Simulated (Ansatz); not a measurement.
input.yaml

```yaml
crystal:
  lattice:
    - [5.3048821555, 0.0, 0.0]
    - [0.0, 7.6368185309, 0.0]
    - [0.0, 0.0, 8.1741061962]
  atoms:
    - { symbol: Si, position: [0.25, 0.2060467527, 0.1075445277] }
    - { symbol: Si, position: [0.75, 0.7939532473, 0.8924554723] }
    - { symbol: Si, position: [0.75, 0.2060467527, 0.8924554723] }
    - { symbol: Si, position: [0.25, 0.7939532473, 0.1075445277] }
    - { symbol: Si, position: [0.25, 0.5, 0.3856094883] }
    - { symbol: Si, position: [0.75, 0.5, 0.6143905117] }
    - { symbol: O, position: [0.0, 0.2500329326, 0.0] }
    - { symbol: O, position: [0.5, 0.7499670674, 0.0] }
    - { symbol: O, position: [0.0, 0.7499670674, 0.0] }
    - { symbol: O, position: [0.5, 0.2500329326, 0.0] }
    - { symbol: O, position: [0.25, 0.0, 0.1595956257] }
    - { symbol: O, position: [0.75, 0.0, 0.8404043743] }
    - { symbol: O, position: [0.25, 0.3252781489, 0.2714969717] }
    - { symbol: O, position: [0.75, 0.6747218511, 0.7285030283] }
    - { symbol: O, position: [0.75, 0.3252781489, 0.7285030283] }
    - { symbol: O, position: [0.25, 0.6747218511, 0.2714969717] }
    - { symbol: O, position: [0.5, 0.5, 0.5] }
    - { symbol: O, position: [0.0, 0.5, 0.5] }
basis:
  ecutwfc: 420
kpoints:
  mp_grid: { grid: [4, 4, 4] }
hamiltonian:
  xc: lda
scf:
  occupations: { method: gaussian, width: 0.02 }
output:
  forces: true
  stress: true
  eigenvalues: true
relax:
  adjacent_minimum: "off"
  f_tol: 0.01
  max_steps: 30
  cell: { stress_tol: 0.1, fix: [volume] }
```

Launched with
```bash
ansatz run input.yaml --threads 4 --pin off --max-ram 10240MiB --backend cpu --events-out ev --progress --plain --runs-dir out
```

These are results of Ansatz 0.2.0, DFT LDA, scalar-relativistic, plane waves, PAW, not measurements.

Part of what the program printed, abridged:

```
Pseudopotentials: kind: paw
Pseudopotential: Si, paw, valence charge 4, recommended cutoff 420 eV (normal)
Pseudopotential: O, paw, valence charge 6, recommended cutoff 420 eV (normal)
Functional definition: SPW92
Crystal: 18 atoms, lattice volume = 331.153 Å³
Basis set: ecut = 420 eV, 6471 PW (Γ)
Bands: 66, of which v1, the nominal top of the filled ones, is band 48 counted from 1 (47 counted from 0)
Symmetry: 8 space group operations
Space group: Pmma (ITA 51), of the structure as read, at distance tolerance 6.9e-5 Å
k-points: 27 of 64
Initial density: superposition of atomic densities (neutral atoms: chi_scale 0, normalization atom), corrected by the library's trained network
Initial wavefunctions: pseudopotential atomic-orbital guess
Functional: x = slater, c = lda
SCF iter   1: F=—  HF=-10335.710607 eV  |F-HF|=—  |Δ(HF+E_count)|=         —  Δρ=1.15e-2  dr2=3.94e-1  ethr=1.77e-3  ⟨swp⟩=7.7  Hψ=9269  notcnv=0  defer=70
SCF iter   2: F=—  HF=-10335.599136 eV  |F-HF|=—  |Δ(HF+E_count)|=   1.11e-1  Δρ=3.20e-3  dr2=1.07e-2  ethr=4.10e-4  ⟨swp⟩=2.1  Hψ=3173  notcnv=0  defer=341
SCF iter   3: F=—  HF=-10335.596093 eV  |F-HF|=—  |Δ(HF+E_count)|=   3.04e-3  Δρ=1.30e-3  dr2=3.08e-3  ethr=1.11e-5  ⟨swp⟩=2.3  Hψ=2567  notcnv=0  defer=341
SCF iter   4: F=—  HF=-10335.595115 eV  |F-HF|=—  |Δ(HF+E_count)|=   9.78e-4  Δρ=3.49e-4  dr2=2.57e-4  ethr=3.21e-6  ⟨swp⟩=2.0  Hψ=1529  notcnv=0  defer=341
SCF iter   5: F=—  HF=-10335.595043 eV  |F-HF|=—  |Δ(HF+E_count)|=   7.26e-5  Δρ=8.00e-5  dr2=1.66e-5  ethr=2.68e-7  ⟨swp⟩=2.3  Hψ=2298  notcnv=0  defer=341
SCF iter   6: F=—  HF=-10335.595165 eV  |F-HF|=—  |Δ(HF+E_count)|=   1.22e-4  Δρ=1.38e-5  dr2=4.86e-7  ethr=1.73e-8  ⟨swp⟩=2.0  Hψ=2587  notcnv=0  defer=341
SCF iter   7: F=-10335.595165 eV  HF=-10335.595165 eV  |F-HF|=1.63e-9  |Δ(HF+E_count)|=   1.49e-7  Δρ=2.72e-6  dr2=1.87e-8  ethr=1.04e-10  ⟨swp⟩=14.8  Hψ=10547  notcnv=0
SCF 1 converged in 7 iterations: F = -10335.595165 eV  dr2 = 1.87e-8
relax step   1: F+E_penalty+E_count = -10335.59516489 eV  Δ(F+E_penalty+E_count) = +0.000e0 eV  max|allowed force component| = 2.332e-1 eV/Å  Δτ_max = 0.0000 Å  P = -5.973 GPa  Ω = 331.153 Å³  fix = [volume]  reactions: volume -5.973 GPa (7 SCF iters, dr2 threshold 1.00e-7 eV, accepted)
Basis set: ecut = 420 eV, 6463 PW (Γ)
Initial density: handed on by an earlier stage of this run
Initial wavefunctions: those handed on with the density
SCF iter   1: F=—  HF=-10335.605506 eV  |F-HF|=—  |Δ(HF+E_count)|=         —  Δρ=7.97e-4  dr2=1.54e-3  ethr=1.47e-6  ⟨swp⟩=4.1  Hψ=7687  notcnv=0
SCF iter   2: F=—  HF=-10335.605019 eV  |F-HF|=—  |Δ(HF+E_count)|=   4.87e-4  Δρ=3.41e-4  dr2=2.58e-4  ethr=1.47e-6  ⟨swp⟩=2.0  Hψ=2629  notcnv=0
SCF iter   3: F=—  HF=-10335.604944 eV  |F-HF|=—  |Δ(HF+E_count)|=   7.48e-5  Δρ=1.38e-4  dr2=3.79e-5  ethr=2.69e-7  ⟨swp⟩=2.0  Hψ=2741  notcnv=0
SCF iter   4: F=—  HF=-10335.604935 eV  |F-HF|=—  |Δ(HF+E_count)|=   9.12e-6  Δρ=3.01e-5  dr2=1.97e-6  ethr=3.95e-8  ⟨swp⟩=2.0  Hψ=2820  notcnv=0
SCF iter   5: F=-10335.604935 eV  HF=-10335.604935 eV  |F-HF|=1.49e-7  |Δ(HF+E_count)|=   7.23e-8  Δρ=9.58e-6  dr2=2.08e-7  ethr=1.87e-9  ⟨swp⟩=10.0  Hψ=9232  notcnv=0
SCF 2 converged in 5 iterations: F = -10335.604935 eV  dr2 = 2.08e-7
relax step   2: F+E_penalty+E_count = -10335.60493469 eV  Δ(F+E_penalty+E_count) = -9.770e-3 eV  max|allowed force component| = 1.661e-1 eV/Å  Δτ_max = 0.0081 Å  P = -5.791 GPa  Ω = 331.153 Å³  fix = [volume]  reactions: volume -5.791 GPa (5 SCF iters, dr2 threshold 1.80e-6 eV, accepted)
Basis set: ecut = 420 eV, 6479 PW (Γ)
SCF iter   1: F=—  HF=-10335.626800 eV  |F-HF|=—  |Δ(HF+E_count)|=         —  Δρ=2.54e-3  dr2=1.68e-2  ethr=1.62e-5  ⟨swp⟩=4.9  Hψ=8488  notcnv=0
SCF iter   2: F=—  HF=-10335.621251 eV  |F-HF|=—  |Δ(HF+E_count)|=   5.55e-3  Δρ=1.12e-3  dr2=2.98e-3  ethr=1.62e-5  ⟨swp⟩=3.4  Hψ=3298  notcnv=0
SCF iter   3: F=—  HF=-10335.620311 eV  |F-HF|=—  |Δ(HF+E_count)|=   9.40e-4  Δρ=4.06e-4  dr2=3.30e-4  ethr=3.10e-6  ⟨swp⟩=2.0  Hψ=2750  notcnv=0
SCF iter   4: F=—  HF=-10335.620346 eV  |F-HF|=—  |Δ(HF+E_count)|=   3.53e-5  Δρ=9.64e-5  dr2=1.59e-5  ethr=3.44e-7  ⟨swp⟩=2.0  Hψ=2913  notcnv=0
SCF iter   5: F=-10335.620346 eV  HF=-10335.620346 eV  |F-HF|=7.48e-7  |Δ(HF+E_count)|=   3.16e-7  Δρ=2.34e-5  dr2=1.24e-6  ethr=1.80e-9  ⟨swp⟩=10.9  Hψ=10050  notcnv=0
SCF 3 converged in 5 iterations: F = -10335.620346 eV  dr2 = 1.24e-6
relax step   3: F+E_penalty+E_count = -10335.62034568 eV  Δ(F+E_penalty+E_count) = -1.541e-2 eV  max|allowed force component| = 1.255e-1 eV/Å  Δτ_max = 0.0284 Å  P = -5.191 GPa  Ω = 331.153 Å³  energy of the carried Pulay correction = +7.950e-16 eV  fix = [volume]  reactions: volume -5.191 GPa (5 SCF iters, dr2 threshold 1.72e-6 eV, accepted)
SCF iter   1: F=—  HF=-10335.627931 eV  |F-HF|=—  |Δ(HF+E_count)|=         —  Δρ=2.23e-3  dr2=1.10e-2  ethr=1.03e-5  ⟨swp⟩=4.8  Hψ=8284  notcnv=0
SCF iter   2: F=—  HF=-10335.624581 eV  |F-HF|=—  |Δ(HF+E_count)|=   3.35e-3  Δρ=1.12e-3  dr2=2.34e-3  ethr=1.03e-5  ⟨swp⟩=2.2  Hψ=2582  notcnv=0
SCF iter   3: F=—  HF=-10335.623884 eV  |F-HF|=—  |Δ(HF+E_count)|=   6.97e-4  Δρ=3.46e-4  dr2=2.70e-4  ethr=2.44e-6  ⟨swp⟩=2.1  Hψ=2917  notcnv=0
SCF iter   4: F=—  HF=-10335.623937 eV  |F-HF|=—  |Δ(HF+E_count)|=   5.30e-5  Δρ=7.94e-5  dr2=1.23e-5  ethr=2.81e-7  ⟨swp⟩=2.0  Hψ=2962  notcnv=0
SCF iter   5: F=-10335.623937 eV  HF=-10335.623937 eV  |F-HF|=9.16e-8  |Δ(HF+E_count)|=   6.91e-7  Δρ=1.53e-5  dr2=5.39e-7  ethr=1.03e-9  ⟨swp⟩=8.2  Hψ=10275  notcnv=0
SCF 4 converged in 5 iterations: F = -10335.623937 eV  dr2 = 5.39e-7
relax step   4: F+E_penalty+E_count = -10335.62393662 eV  Δ(F+E_penalty+E_count) = -3.591e-3 eV  max|allowed force component| = 3.853e-2 eV/Å  Δτ_max = 0.0315 Å  P = -5.110 GPa  Ω = 331.153 Å³  energy of the carried Pulay correction = -5.963e-16 eV  fix = [volume]  reactions: volume -5.110 GPa (5 SCF iters, dr2 threshold 9.84e-7 eV, accepted)
SCF iter   1: F=—  HF=-10335.624878 eV  |F-HF|=—  |Δ(HF+E_count)|=         —  Δρ=9.05e-4  dr2=1.80e-3  ethr=1.67e-6  ⟨swp⟩=3.3  Hψ=7597  notcnv=0
SCF iter   2: F=—  HF=-10335.624362 eV  |F-HF|=—  |Δ(HF+E_count)|=   5.17e-4  Δρ=4.54e-4  dr2=3.76e-4  ethr=1.67e-6  ⟨swp⟩=2.1  Hψ=2488  notcnv=0
SCF iter   3: F=—  HF=-10335.624252 eV  |F-HF|=—  |Δ(HF+E_count)|=   1.10e-4  Δρ=1.64e-4  dr2=6.11e-5  ethr=3.91e-7  ⟨swp⟩=2.1  Hψ=2725  notcnv=0
SCF iter   4: F=—  HF=-10335.624350 eV  |F-HF|=—  |Δ(HF+E_count)|=   9.85e-5  Δρ=3.22e-5  dr2=1.86e-6  ethr=6.36e-8  ⟨swp⟩=2.0  Hψ=2821  notcnv=0
SCF iter   5: F=-10335.624350 eV  HF=-10335.624350 eV  |F-HF|=1.05e-8  |Δ(HF+E_count)|=  6.13e-10  Δρ=4.83e-6  dr2=6.09e-8  ethr=9.66e-11  ⟨swp⟩=7.3  Hψ=9826  notcnv=0
SCF 5 converged in 5 iterations: F = -10335.624350 eV  dr2 = 6.09e-8
relax step   5: F+E_penalty+E_count = -10335.62435031 eV  Δ(F+E_penalty+E_count) = -4.137e-4 eV  max|allowed force component| = 5.219e-3 eV/Å  Δτ_max = 0.0128 Å  P = -5.093 GPa  Ω = 331.153 Å³  energy of the carried Pulay correction = +7.950e-16 eV  fix = [volume]  reactions: volume -5.093 GPa (5 SCF iters, dr2 threshold 9.28e-8 eV, accepted)
Initial wavefunctions: pseudopotential atomic-orbital guess (no wavefunctions were taken with the density)
SCF iter   1: F=—  HF=-10335.625068 eV  |F-HF|=—  |Δ(HF+E_count)|=         —  Δρ=9.08e-5  dr2=2.18e-6  ethr=4.94e-7  ⟨swp⟩=5.0  Hψ=14142  notcnv=0
SCF iter   2: F=—  HF=-10335.625258 eV  |F-HF|=—  |Δ(HF+E_count)|=   1.90e-4  Δρ=4.57e-5  dr2=5.43e-7  ethr=2.27e-9  ⟨swp⟩=2.1  Hψ=2925  notcnv=0
SCF iter   3: F=—  HF=-10335.625282 eV  |F-HF|=—  |Δ(HF+E_count)|=   2.39e-5  Δρ=7.42e-6  dr2=1.25e-7  ethr=5.65e-10  ⟨swp⟩=2.3  Hψ=2650  notcnv=0
SCF iter   4: F=-10335.625282 eV  HF=-10335.625282 eV  |F-HF|=5.46e-11  |Δ(HF+E_count)|=   1.59e-8  Δρ=7.69e-7  dr2=6.98e-10  ethr=1.00e-12  ⟨swp⟩=6.7  Hψ=9745  notcnv=0
SCF 6 converged in 4 iterations: F = -10335.625282 eV  dr2 = 6.98e-10
SCF converged after 4 iterations
Free energy (F): -10335.625282 eV
Harris-Foulkes:  -10335.625282 eV  (|F-HF|=5.46e-11)
Internal energy: -10335.625282 eV  (E = F + TS)
E sigma→0 (E₀):  -10335.625282 eV
Fermi energy:    1.885067 eV
--- Per-component energies (eV) ---
  E_band       = -738.412395
  E_kinetic    = 2392.212733
  E_local      = -8931.765723  (includes V_loc(G=0)·N_el)
  E_nonlocal   = 748.830731
  E_hartree    = 3465.869193
  E_xc         = -1199.292296
  E_vxc        = -1403.089224  (∫ρ·V_xc dr)
  E_paw        = -4697.578725  (= ΣΔE_a)
  E_vpaw       = -476.372312  (= ΣTr[D̂ρ^β])
  E_aug_tail   = 0.031885  (compensation charges beyond the density's cutoff)
  E_ewald      = -2115.602122
  E_core_change = 1.669042  (= ΣΔE_core)
  E_smearing   =  0.000000  (= −TS)
--- Forces (eV/Å), atoms counted from 1 ---
  atom   1  Si     0.00000000     0.00199069    -0.00078085
  atom   2  Si     0.00000000    -0.00199069     0.00078085
  atom   3  Si     0.00000000     0.00199069     0.00078085
  atom   4  Si     0.00000000    -0.00199069    -0.00078085
  atom   5  Si     0.00000000     0.00000000     0.00553108
  atom   6  Si     0.00000000     0.00000000    -0.00553108
  atom   7  O      0.00000000    -0.00076839     0.00000000
  atom   8  O      0.00000000     0.00076839     0.00000000
  atom   9  O      0.00000000     0.00076839     0.00000000
  atom  10  O      0.00000000    -0.00076839     0.00000000
  atom  11  O      0.00000000     0.00000000     0.00531027
  atom  12  O      0.00000000     0.00000000    -0.00531027
  atom  13  O      0.00000000    -0.00203773    -0.00272119
  atom  14  O      0.00000000     0.00203773     0.00272119
  atom  15  O      0.00000000    -0.00203773     0.00272119
  atom  16  O      0.00000000     0.00203773    -0.00272119
  atom  17  O      0.00000000     0.00000000     0.00000000
  atom  18  O      0.00000000     0.00000000     0.00000000
--- Stress (GPa, compression-positive) ---
       -5.115979       0.000000       0.000000
        0.000000      -5.034763       0.000000
        0.000000       0.000000      -5.120833
  P = ⅓ Tr σ = -5.0905 GPa (-50.905 kbar)
--- Band table (eV; the first three rows and the last of 27) ---
  k-point 0: bands = ["-19.8759", "-19.2152", "-19.2145", "-18.9760", "-18.1876", "-18.1405", "-17.8771", "-17.8694", "-17.8352", "-17.7997", "-17.7800", "-17.7638", "-10.1898", "-9.9825", "-8.5786", "-7.9778", "-7.8481", "-6.6123", "-6.5186", "-6.4705", "-6.3611", "-6.2115", "-6.1968", "-5.9144", "-4.3409", "-3.7798", "-3.6744", "-3.5372", "-3.2091", "-3.1653", "-3.1015", "-3.0797", "-3.0251", "-2.8258", "-2.7832", "-2.6293", "-2.4577", "-2.4526", "-2.3492", "-2.1464", "-1.7758", "-1.5264", "-1.4889", "-1.3302", "-1.3075", "-1.0847", "-1.0542", "-0.7705", "4.5407", "6.9438", "7.0528", "7.3837", "7.3887", "7.7878", "7.9420", "8.0122", "8.0266", "8.2804", "8.4002", "8.6979", "8.7521", "9.0810 ...
  k-point 1: bands = ["-19.8422", "-19.3817", "-19.2139", "-18.7735", "-18.2597", "-18.1450", "-17.8768", "-17.8584", "-17.8352", "-17.7955", "-17.7917", "-17.7641", "-10.0618", "-9.9914", "-8.9613", "-7.9527", "-7.5058", "-6.5604", "-6.5493", "-6.5430", "-6.2897", "-6.2782", "-6.1986", "-5.9805", "-4.3474", "-3.7797", "-3.6334", "-3.4902", "-3.2306", "-3.2210", "-3.0532", "-3.0154", "-2.9531", "-2.9263", "-2.8069", "-2.6307", "-2.5145", "-2.4659", "-2.3525", "-2.0786", "-1.7890", "-1.5513", "-1.5155", "-1.4637", "-1.3013", "-1.0647", "-0.9103", "-0.7974", "4.7605", "6.2629", "7.2513", "7.3247", "7.5088", "7.8206", "7.9995", "8.0834", "8.1602", "8.4761", "8.5506", "8.5665", "8.7239", "8.8023 ...
  k-point 2: bands = ["-19.7939", "-19.5021", "-19.2134", "-18.5687", "-18.3944", "-18.1494", "-17.8765", "-17.8447", "-17.8352", "-17.8066", "-17.7914", "-17.7644", "-10.0002", "-9.8481", "-9.3292", "-7.9275", "-7.2240", "-6.6554", "-6.5718", "-6.4311", "-6.4220", "-6.2004", "-6.1694", "-6.1043", "-4.3535", "-3.7794", "-3.5905", "-3.4283", "-3.2714", "-3.1975", "-3.0801", "-2.9934", "-2.9089", "-2.9054", "-2.8724", "-2.6326", "-2.5812", "-2.4741", "-2.3564", "-1.9834", "-1.8009", "-1.7319", "-1.5048", "-1.4398", "-1.2932", "-1.0786", "-0.8228", "-0.8105", "5.2064", "5.5984", "7.2525", "7.3131", "7.6141", "7.9046", "8.1852", "8.1982", "8.2985", "8.3159", "8.4238", "8.4481", "8.6960", "8.7359 ...
  k-point 26: bands = ["-19.2680", "-19.2680", "-19.2059", "-19.2059", "-18.4558", "-18.4558", "-17.8419", "-17.8419", "-17.8124", "-17.8124", "-17.8066", "-17.8066", "-9.5627", "-9.5627", "-8.0022", "-8.0022", "-7.7382", "-7.7382", "-6.4238", "-6.4238", "-6.3093", "-6.3093", "-5.9341", "-5.9341", "-4.1026", "-4.1026", "-3.6273", "-3.6273", "-3.3774", "-3.3774", "-3.1934", "-3.1934", "-2.8743", "-2.8743", "-2.6114", "-2.6114", "-2.3460", "-2.3460", "-2.2935", "-2.2935", "-2.0104", "-2.0104", "-1.6781", "-1.6781", "-1.6761", "-1.6761", "-0.8819", "-0.8819", "7.0491", "7.0491", "7.3511", "7.3511", "7.5804", "7.5804", "7.5846", "7.5846", "8.4376", "8.4376", "9.1889", "9.1889", "9.2246", "9.2246 ...
--- Relaxed structure (5 steps of the walk, 5 accepted, 1 SCFs on fresh bases) ---
  F+E_penalty+E_count = -10335.62528205 eV   max|allowed force component| = 5.531e-3 eV/Å   (the final SCF, on the basis selected at the relaxed cell)
  cell:  # Å, volume = 331.1528 Å³
    - [5.29946815, 0.0, 0.0]
    - [0.0, 7.69136060, 0.0]
    - [0.0, 0.0, 8.12443236]
  atoms:
    - { symbol: Si, position: [0.25, 0.20272129, 0.10856663] }
    - { symbol: Si, position: [0.75000000, 0.79727870, 0.89143336] }
    - { symbol: Si, position: [0.75000000, 0.20272129, 0.89143336] }
    - { symbol: Si, position: [0.25, 0.79727870, 0.10856663] }
    - { symbol: Si, position: [0.25, 0.49999999, 0.38452143] }
    - { symbol: Si, position: [0.75000000, 0.49999999, 0.61547856] }
    - { symbol: O, position: [0.0, 0.24108635, 0.0] }
    - { symbol: O, position: [0.5, 0.75891364, 0.0] }
    - { symbol: O, position: [0.0, 0.75891364, 0.0] }
    - { symbol: O, position: [0.5, 0.24108635, 0.0] }
    - { symbol: O, position: [0.25, 0.0, 0.16460854] }
    - { symbol: O, position: [0.75000000, 0.0, 0.83539145] }
    - { symbol: O, position: [0.25, 0.32809290, 0.26831932] }
    - { symbol: O, position: [0.75000000, 0.67190709, 0.73168067] }
    - { symbol: O, position: [0.75000000, 0.32809290, 0.73168067] }
    - { symbol: O, position: [0.25, 0.67190709, 0.26831932] }
    - { symbol: O, position: [0.5, 0.49999999, 0.5] }
    - { symbol: O, position: [0.0, 0.49999999, 0.5] }
```

The relaxation met its thresholds.

The run took 2.1 min on 4 threads of Intel(R) Xeon(R) Processor @ 2.50GHz (Skylake/Cascade Lake) (shared host), peak memory 1.1 GiB.